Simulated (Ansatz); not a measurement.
GaAs:
```
GaAs
1.0
    4.02606     0.00000     0.00000
   -2.01303     3.48667     0.00000
    0.00000     0.00000     8.85233
Ga As
3 3
Direct
  0.50000   0.00000   0.50000
  0.00000   0.50000   0.16667
  0.50000   0.50000   0.83333
  0.50000   0.00000   0.00000
  0.00000   0.50000   0.66667
  0.50000   0.50000   0.33333
```

Relaxed with r²SCAN.

Task: Tabulate the valence density and the electron localisation function along the shortest Ga–As contact (2.50 Å), DFT-r²SCAN in the program Ansatz with PAW potentials.

Result: 

```
distance from Ga (Å)  density (e/Å³)   ELF
--------------------  --------------  ----
0.25                           26.27  0.03
0.37                           11.71  0.03
0.50                            4.34  0.08
0.62                            1.68  0.16
0.75                            0.86  0.24
0.87                            0.58  0.30
1.00                            0.47  0.40
1.12                            0.45  0.58
1.25                            0.46  0.73
1.37                            0.52  0.78
1.50                            0.62  0.76
1.62                            0.81  0.72
1.75                            1.31  0.66
1.87                            2.73  0.54
2.00                            6.14  0.36
2.12                           12.61  0.21
2.25                           21.68  0.16
```

The density is the valence pseudo-density with augmentation charge, so density and ELF within about 1 Å of a nucleus are not all-electron values.

Space group P6_222. The start of the workflow was typed in or built on a structure type; neither database checked (COD, Materials Project) lists it. It is not the phase usual at ambient conditions (space group No. 216). The cell was relaxed with r²SCAN under the symmetry of its start; whether a distortion lowers the energy is not shown.

Potentials: the later of the program's two PAW sets.
